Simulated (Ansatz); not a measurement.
One crystal and one scan (energy over volume and axial ratio) at two levels, PBEsol (plane waves to 420 eV, PAW, scalar-relativistic; Ansatz, a quantum-chemistry and plane-wave program) and PBE (plane waves to 420 eV, PAW, scalar-relativistic; Ansatz), each from its own relaxed cell and on its own mesh. The cell shown is that of PBEsol.

CsCl (CsCl type)

```
CELL_PARAMETERS angstrom
      4.06865     0.00000     0.00000
      0.00000     4.06865     0.00000
      0.00000     0.00000     4.06865
ATOMIC_POSITIONS crystal
  Cs 0.00000 0.00000 0.00000
  Cl 0.50000 0.50000 0.50000
```

Two coordinates are scanned: the volume, and the ratio of the stretch along z (the conventional c axis) to the stretch across it. Atoms keep their fractional coordinates.

Energies are smeared free energies. CsCl was relaxed with its symmetry unable to fall. Percentages come from the unrounded values.

Results of PBEsol:

```
Item                                                         Value
-----------------------------------------------------------  -----
Lattice constant a (Å)                                       4.069
Shear modulus C′ = (C11 − C12)/2 (fit, atoms clamped) (GPa)   14.3
```

### Question
What does PBE give for the same quantities?

### Answer
```
quantity                                                       PBE     PBEsol − PBE
-----------------------------------------------------------  -----  ---------------
Lattice constant a (Å)                                       4.205  -0.136 (-3.2 %)
Shear modulus C′ = (C11 − C12)/2 (fit, atoms clamped) (GPa)   13.5      +0.8 (+6 %)
```

PBEsol gives the higher value for: shear modulus C′. PBEsol gives the lower value for: lattice constant a.

(Under strain, the slope of the energy per volume gives the stress and its curvature an elastic modulus.)
